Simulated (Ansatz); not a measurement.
# Profile along the Hg–Hg line in ZrHg (space group P4/mmm)

ZrHg (space group P4/mmm)

```yaml
crystal:
  lattice:
    - [3.14769, 0.00000, 0.00000]
    - [0.00000, 3.14769, 0.00000]
    - [0.00000, 0.00000, 4.27044]
  atoms:
    - { symbol: Zr, position: [0.50000, 0.50000, 0.50000] }
    - { symbol: Hg, position: [0.00000, 0.00000, 0.00000] }
```

Fields along a shortest Hg–Hg line of a (001) plane (3.15 Å), from Hg to Hg, interpolated on the slice's grid (step about 0.2 Å). All values below come from r2SCAN (plane waves to 500 eV, PAW, scalar-relativistic; Ansatz, a program for electronic structure). k mesh 15×15×11. These are valence fields of a PAW run, semicore shells included where kept as valence: close to a nucleus they are smooth pseudo fields. Spin-orbit coupling is left out, though Hg is heavy. ZrHg is run without spin polarisation. ZrHg was relaxed with its symmetry unable to fall.

```tsv
distance from Hg (Å)	valence electron density (e/Å³)	electron localisation function
0.00	17.30	x
0.32	12.72	x
0.63	5.27	0.51
0.95	1.05	0.37
1.26	0.31	0.24
1.57	0.20	0.20
1.89	0.31	0.24
2.21	1.05	0.37
2.52	5.27	0.51
2.83	12.72	x
3.15	17.30	x
```

x: too close to a nucleus for the ELF to mean much.

Density on the Hg–Hg line (3.15 Å) at its midpoint: 0.20 e/Å³. ELF at that point: 0.20.
